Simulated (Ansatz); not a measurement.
This TaF4 structure is the end of a relaxation. The cell was found from a structure generator's guess, not taken from experiment.

All numbers below come from Ansatz, DFT PBE, scalar-relativistic, plane waves, PAW. Cutoff 420 eV, Γ-centred mesh, Gaussian smearing, collinear spin.

```
Ta F
1.0
     3.55417    0.00000    0.00000
     0.00000    3.55417    0.00000
     0.00000    0.00000    6.17756
Ta F
1 4
Direct
  0.00000 0.00000 0.00000
  0.50000 0.00000 0.18353
  0.00000 0.50000 0.81647
  0.50000 0.00000 0.81647
  0.00000 0.50000 0.18353
```

Energies over the elements count from the elements' standard structures at the same level (F₂ as a molecule), with no fitted energy shifts.

(1) Find its symmetry and describe it.

(2) What is its formation energy per atom?

(3) Is it a metal?

(4) Which magnetic moments does it keep?

(5) From what recipe could a structure generator have reached it?

Results:

(1) P4/mmm (No. 123). Conventional cell: a = 3.554 Å, c = 6.178 Å. Around Ta lie 8 F at 2.11 Å; F has 2 Ta at 2.11 Å, 1 F at 2.27 Å and 4 F at 2.51 Å.

(2) −2.81 eV/atom. Whether it is stable depends on the other phases of the system, which aren't compared here.

(3) Yes, bands cross the Fermi level on the 10×10×6 mesh.

(4) 0.20 μB per atom net, the space between the atoms included; by site: Ta 0.5 μB.

(5) One such recipe: ordered vacancies on the cation sites of fluorite (P4/mmm, No. 123). Other recipes can lead to the same cell.

The last run used collinear spin, a 10×10×6 mesh (in the run's order of axes) for its 5-atom cell and Gaussian smearing of 0.10 eV. No dispersion correction is applied, so the spacing and binding between layers, chains or molecules are poorly described. Spin–orbit coupling, which can matter for Ta, is left out. The magnetic state reached may not be the lowest. A structure relaxed within its symmetry needn't be a true minimum.
